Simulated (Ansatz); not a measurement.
Sb:
```
Sb
1.0
   -3.47667     3.47667     3.47667
    3.47667    -3.47667     3.47667
    3.47667     3.47667    -3.47667
Sb
4
Cartesian
 -2.47147   2.47147   2.47147
  2.47147  -2.47147   2.47147
  2.47147   2.47147  -2.47147
  1.00520   1.00520   1.00520
```

x, y and z are the axes in which the lattice vectors are written.

Problem. Give the proper piezoelectric stress tensor with relaxed ions from r²SCAN+D4 (plane waves, PAW; program Ansatz).

Solution. In C/m², rows x, y, z, Voigt columns; mesh uncertainty up to 0.01.
```
 0.00   0.00   0.00  -0.20   0.00   0.00
 0.00   0.00   0.00   0.00  -0.20   0.00
 0.00   0.00   0.00   0.00   0.00  -0.20
```

The elastic tensor of the same run (GPa):

```
     1    2    3    4    5    6
-  ---  ---  ---  ---  ---  ---
1  9.0  7.3  7.3  0.0  0.0  0.0
2  7.3  9.0  7.3  0.0  0.0  0.0
3  7.3  7.3  9.0  0.0  0.0  0.0
4  0.0  0.0  0.0  7.9  0.0  0.0
5  0.0  0.0  0.0  0.0  7.9  0.0
6  0.0  0.0  0.0  0.0  0.0  7.9
```

Problem. Convert to strain constants d = e·S.

Solution. In pC/N:
```
  0.0    0.0    0.0  -26.0    0.0    0.0
  0.0    0.0    0.0    0.0  -26.0    0.0
  0.0    0.0    0.0    0.0    0.0  -26.0
```

Space group I-43m. The start of the workflow was typed in or built on a structure type; neither database checked (COD, Materials Project) lists it. It is not the phase usual at ambient conditions (space group No. 166). The r²SCAN+D4 relaxation kept the symmetry of its start; its stability against distortions is not shown here. The volume moved by 16 % from the start of the relaxation. Signs of piezoelectric constants follow the polarity of the cell as given. Scalar-relativistic: spin–orbit coupling is off unless named, which matters more the heavier the elements.

Potentials: the later of the program's two PAW sets.
